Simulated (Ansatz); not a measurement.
AlCr₂B₂ in space group Cmmm (No. 65; Cr on 4i, Al on 2c, B on 4j), PBEsol in the plane-wave PAW code Ansatz, all energies at zero smearing, with the estimated change up to a 700 eV cutoff added, with one set of potentials and settings (totals compare only within such a set). Cell of 5 atoms (2 Cr, 1 Al, 2 B): -7530.822 eV.

```
element             reference phase  E (eV/atom)
-------  --------------------------  -----------
Cr       Im-3m, 1 atoms in the cell   -3349.1978
Al       Fm-3m, 1 atoms in the cell    -524.5507
B        R-3m, 12 atoms in the cell    -152.6698
```

Formation energy per atom, worked out: (-7530.822 − 2×(-3349.1978) − 1×(-524.5507) − 2×(-152.6698))/5 = -0.507 eV/atom (-49 kJ per mol of atoms), at 0 K, without zero-point energy or fitted corrections.

The workflow started from an entry of the Crystallography Open Database (COD, 293 K). Its standing as an ambient phase is unchecked. The PBEsol relaxation kept the symmetry of its start; its stability against distortions is not shown here. The workflow began spin-polarised and lost its moments. The references are the lowest solids computed at this level, not always the standard phases.

Potentials: the later of the program's two PAW sets.
